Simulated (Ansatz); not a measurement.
NbSiO in space group P4/nmm (No. 129; Nb on 2c, Si on 2a, O on 2c) at seven volumes, DFT-PBEsol in the program Ansatz with PAW potentials, shape and atoms relaxed at each. One row is withheld.

```
V (Å³/atom)  P (GPa)
-----------  -------
10.991         23.82
11.353         14.49
11.716             ?
12.078         -0.01
12.440         -5.66
12.803        -10.44
13.165        -14.43
```

Q: Fit the shown pressures and predict the withheld one.

A: Third-order Birch–Murnaghan: P = (3/2)B₀(x^(7/2) − x^(5/2))[1 + (3/4)(B′ − 4)(x − 1)] with x = (V₀/V)^(2/3). Least squares on the six rows gives V₀ = 12.076 Å³/atom, B₀ = 203.8 GPa, B′ = 4.58. At V = 11.716, x = 1.0204 and P = 6.61 GPa. The run itself gave 6.63 GPa.

The start of the workflow was typed in or built on a structure type; neither database checked (COD, Materials Project) lists it. Its standing as an ambient phase is unchecked. The PBEsol relaxation kept the symmetry of its start; whether a distortion lowers the energy is not shown. The workflow began spin-polarised and lost its moments.

Potentials: the later of the program's two PAW sets.
